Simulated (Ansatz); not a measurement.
## Tetragonal deformation path in SiW3

The calculation used DFT r2SCAN, scalar-relativistic, plane waves, PAW (Ansatz 0.2.0). Settings: plane waves to 500 eV, k-mesh 14×14×14 (Γ-centred), Gaussian smearing 0.15 eV. Spin–orbit coupling is left out, which can shift energies with elements as heavy as these. No spin polarisation. Energies are free energies at this smearing, counted from the undisturbed cell; pressure is positive in compression.

The undisturbed cell (relaxed at this level; it needn't be the usual structure):

```
Si W
1.0
    -2.58915    2.58915    2.58915
     2.58915   -2.58915    2.58915
     2.58915    2.58915   -2.58915
Si W
1 3
Direct
  0.00000 0.00000 0.00000
  0.50000 0.50000 0.00000
  0.50000 0.00000 0.50000
  0.00000 0.50000 0.50000
```

At fixed volume and fractional coordinates, lengths along (0.000, 0.000, 1.000) are scaled against those across it; ρ is that ratio over its starting value. The cell is metallic on the mesh throughout.

| ρ | ΔE (meV/atom) |
| --- | --- |
| 0.650 | 3300.8 |
| 0.707 | 1905.8 |
| 0.780 | 883.5 |
| 0.850 | 350.8 |
| 0.920 | 84.6 |
| 0.960 | 19.5 |
| 1.000 | 0.0 |
| 1.050 | 26.6 |
| 1.100 | 100.6 |
| 1.200 | 355.1 |
| 1.300 | 695.2 |
| 1.414 | 1149.7 |
| 1.500 | 1551.3 |

Q: Predict the pressure (GPa) at each point.

A:
| ρ | pressure (GPa) |
| --- | --- |
| 0.650 | 78.1 |
| 0.707 | 47.5 |
| 0.780 | 24.5 |
| 0.850 | 10.0 |
| 0.920 | 2.9 |
| 0.960 | 0.7 |
| 1.000 | 0.0 |
| 1.050 | 1.0 |
| 1.100 | 3.6 |
| 1.200 | 12.2 |
| 1.300 | 23.4 |
| 1.414 | 38.5 |
| 1.500 | 51.9 |

Cost: 13 runs of about 4.7 core-minutes in all, on AMD EPYC 9R45 (Zen 5) (shared hosts).